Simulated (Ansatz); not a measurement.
VS2:
```yaml
crystal:
  lattice:
    - [3.12747, 0.00000, 0.00000]
    - [-1.56373, 2.70847, 0.00000]
    - [0.00000, 0.00000, 5.75574]
  atoms:
    - { symbol: V, position: [0.00000, 0.00000, 0.00000] }
    - { symbol: S, position: [0.66667, 0.33333, 0.74565] }
    - { symbol: S, position: [0.33333, 0.66667, 0.25435] }
```

Relaxed with PBEsol. Special points in fractions of this cell's reciprocal vectors: Γ (0.000, 0.000, 0.000); M (0.500, 0.000, 0.000); K (0.333, 0.333, 0.000); A (0.000, 0.000, 0.500); L (0.500, 0.000, 0.500); H (0.333, 0.333, 0.500).

Question: List the band energies nearest the Fermi level at these points for PBEsol in the plane-wave PAW code Ansatz.

Answer: In eV from the Fermi level; about four levels below and three above (degenerate sets whole), none deeper than 8.9 eV; points with the same levels are listed once.

```json
[
 {"k": "Γ", "below": "-0.62 -0.27 -0.13 -0.13", "above": "0.62 0.62 3.37 3.37"},
 {"k": "M", "below": "-3.27 -2.99 -1.41 -0.66", "above": "1.07 1.65 3.26"},
 {"k": "K", "below": "-5.12 -5.12 -3.27 -3.25 -3.25", "above": "0.98 1.30 1.30"},
 {"k": "A", "below": "-2.82 -2.82 -0.14 -0.14", "above": "0.45 0.45 0.78"},
 {"k": "L", "below": "-3.13 -1.77 -1.14 -1.07", "above": "1.07 1.65 3.10"},
 {"k": "H", "below": "-4.77 -3.96 -2.90 -2.90", "above": "0.79 0.79 0.99"}
]
```

Space group P-3m1 (CdI2 type). The workflow started from a Materials Project entry (that database holds measured and hypothetical structures alike); the Crystallography Open Database copy checked does not list it. Whether it is the stable phase at ambient conditions was not checked. Symmetry was held in the PBEsol relaxation; of distortions, only those at the zone centre were tested. The workflow began spin-polarised and lost its moments. A crystal of weakly bound layers computed without a dispersion correction: the cell and the soft elastic constants depend strongly on that.

Potentials: the later of the program's two PAW sets.
